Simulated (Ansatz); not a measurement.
# Ansatz 0.2.0, relaxation: CaTl2As2

Launch command:

```bash
ansatz run input.yaml --threads 2 --pin off --max-ram 3584MiB --backend cpu --events-out ev --progress --plain --runs-dir out
```

input.yaml:

```yaml
crystal:
  lattice:
    - [4.505977, 0.0, 0.0]
    - [-2.252988, 3.902293, 0.0]
    - [0.0, 0.0, 7.37211]
  atoms:
    - { symbol: As, position: [0.3333, 0.6667, 0.2382] }
    - { symbol: As, position: [0.6667, 0.3333, 0.7618] }
    - { symbol: Tl, position: [0.3333, 0.6667, 0.6331] }
    - { symbol: Tl, position: [0.6667, 0.3333, 0.3669] }
    - { symbol: Ca, position: [0.0, 0.0, 0.0] }
  symmetry: { tolerance: 0.0003 }
kpoints:
  mp_grid: { grid: [8, 8, 5], shift: [0, 0, 0] }
magnetization:
  spin_polarized: false
scf:
  occupations: { method: gaussian, width: 0.0493 }
  lower_state_search: "off"
hamiltonian:
  pseudopotentials: { kind: paw }
  xc: pbe
basis:
  ecutwfc: 420
  fft_grid_basis: typed
relax:
  max_steps: 80
  cell: { p_target: 0.0 }
output:
  forces: true
  stress: true
  eigenvalues: true
  bader: true
  populations: true
  elf: true
  write_potential: true
  volumetric_format: npy
  dos:
    e_range: [-12, 8]
    de: 0.05
    projected: { site_lists: { As: [As], Ca: [Ca], Tl: [Tl] } }
  write_density: true
checkpoint:
  read: saved_state
```

Origin of the cell: a known structure type with other elements, at an estimated volume, so it need not be a known compound.

The saved state is a converged single point of the same cell.

Steps («new basis» is an SCF on plane waves selected anew at the same cell):

```csv
step,ΔF (meV/atom),max force component (eV/Å),P (GPa),volume (Å³),SCF iterations,step was
1,0.0,1.034,7.71,129.63,6,accepted
2,-123.2,0.334,0.80,144.18,7,accepted
3,-138.5,0.154,0.23,144.78,7,accepted
4,-144.3,0.036,-0.42,145.93,5,accepted
5,-146.1,0.047,-0.14,143.66,6,accepted
6,-146.3,0.024,-0.07,143.65,5,accepted
7,-146.4,0.012,-0.02,143.36,6,accepted
8,-146.5,0.006,-0.01,143.14,6,accepted
9,-146.8,0.015,0.02,142.28,9,accepted
10,-146.7,0.020,0.01,142.78,6,rejected
11,-146.9,0.012,0.04,142.42,9,accepted
12,-146.9,0.017,-0.02,142.64,6,accepted
13,-146.9,0.002,-0.02,142.62,5,accepted
14,-147.8,0.003,0.02,142.62,6,new basis
```

Before:

Space group P-3m1 (No. 164); the run's cell has a = 4.506 Å, b = 4.506 Å, c = 7.372 Å, α = 90.00°, β = 90.00°, γ = 120.00°. Shortest distances: As–Tl 2.77 Å, As–Ca 3.14 Å, Tl–Tl 3.26 Å.

After:

Space group P-3m1 (No. 164); the run's cell has a = 4.933 Å, b = 4.933 Å, c = 6.767 Å, α = 90.00°, β = 90.00°, γ = 120.00°. Shortest distances: As–Tl 3.00 Å, As–Ca 3.17 Å, Tl–Tl 3.51 Å.

```yaml
crystal:
  lattice:
    - [4.93317, 0.00000, 0.00000]
    - [-2.46658, 4.27225, 0.00000]
    - [0.00000, 0.00000, 6.76722]
  atoms:
    - { symbol: As, position: [0.33333, 0.66667, 0.20698] }
    - { symbol: As, position: [0.66667, 0.33333, 0.79302] }
    - { symbol: Tl, position: [0.33333, 0.66667, 0.65193] }
    - { symbol: Tl, position: [0.66667, 0.33333, 0.34807] }
    - { symbol: Ca, position: [0.00000, 0.00000, 0.00000] }
```

| Item | Value |
| --- | --- |
| Free energy lowered by | 147.8 meV/atom |
| Volume change | 10.03 % |
| Final pressure | 0.02 GPa |
| Relaxation steps listed | 14 |
| Gap on the mesh | none (metal) |

Caveats: no dispersion correction, so spacings can come out too large where layers or molecules are weakly bound; no spin-orbit coupling, though heavy elements are present; the relaxation held the start's symmetry, so the end may be a saddle point.

Time: 85 s on 2 threads of Intel(R) Xeon(R) Platinum 8488C (Sapphire Rapids), with other jobs on the host, peak memory 0.6 GiB, from a saved density.
